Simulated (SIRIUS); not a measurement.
## Worked estimates from a calculation on a model cell of BeAl3 (P6_3/mmc, 8 atoms in the cell; prototype structure)

```cif
data_Al6Be2
_chemical_formula_sum 'Al6 Be2'
_space_group_name_H-M_alt 'P 1'
_space_group_IT_number 1
_cell_length_a 5.62723
_cell_length_b 5.62723
_cell_length_c 4.51347
_cell_angle_alpha 90.000
_cell_angle_beta 90.000
_cell_angle_gamma 120.000
loop_
_space_group_symop_operation_xyz
  'x, y, z'
loop_
_atom_site_label
_atom_site_type_symbol
_atom_site_fract_x
_atom_site_fract_y
_atom_site_fract_z
_atom_site_occupancy
Al1 Al 0.83920 0.67840 0.25000 1
Al2 Al 0.16080 0.83920 0.75000 1
Al3 Al 0.32160 0.16080 0.25000 1
Al4 Al 0.16080 0.32160 0.75000 1
Al5 Al 0.83920 0.16080 0.25000 1
Al6 Al 0.67840 0.83920 0.75000 1
Be1 Be 0.33333 0.66667 0.25000 1
Be2 Be 0.66667 0.33333 0.75000 1
```

Level of theory: PBE, GBRV PBE ultrasoft pseudopotentials (plane waves; SIRIUS).

Main settings: parameters.ngridk = 7 7 7; parameters.xc_functionals = [XC_GGA_X_PBE, XC_GGA_C_PBE]; parameters.gk_cutoff = 6.325 1/bohr; parameters.pw_cutoff = 14.143 1/bohr; parameters.smearing = fermi_dirac; parameters.smearing_width = 0.00367493 Ha; potentials = GBRV PBE ultrasoft pseudopotentials; parameters.electronic_structure_method = pseudopotential.

The cell was set up from a structure prototype or typed lattice constants and was not relaxed beforehand at this level. Forces above 1 eV/Å remain at this geometry.

The cell holds 835.3 bohr³ and the plane-wave cutoff is 40.0 Ry.

Task: How many plane waves does a k-point need, and how does the count grow with the cutoff?

Result: In Rydberg units |k + G|² ≤ E, a sphere of radius √40.0 = 6.325 bohr⁻¹. Each G takes (2π)³/V of reciprocal space, so N = V E^(3/2)/(6π²) = 835.3 × 253.0/59.218 = 3568. The program's largest count at a k-point is 3605; single k-points scatter about the estimate. The count grows as E^(3/2): 20 % more cutoff means 31 % more plane waves.

With Fermi-Dirac occupations of width kT = 0.1000 eV the run gave E = -1314.2094 eV and F = E − TS = -1314.3071 eV for the cell.

Task: Extrapolate the energy to zero width, and estimate the density of states at the Fermi level.

Result: TS = E − F = 0.0977 eV. To second order in the width E rises and F falls by the same amount, so E(0) ≈ (E + F)/2 = -1314.2582 eV. The Sommerfeld expansion gives TS = (π²/3) g (kT)², so g ≈ 3 × 0.0977/(π² × 0.1000²) = 2.97 states/eV for the cell, 0.37 an atom (both spins). This g is a mean over a few kT around the Fermi level on this mesh. It implies a bare coefficient γ = (π²/3) k_B² g = 2.357 × 0.37 = 0.9 mJ/(mol K²) for a mole of atoms, without any enhancement by phonons or spin fluctuations.
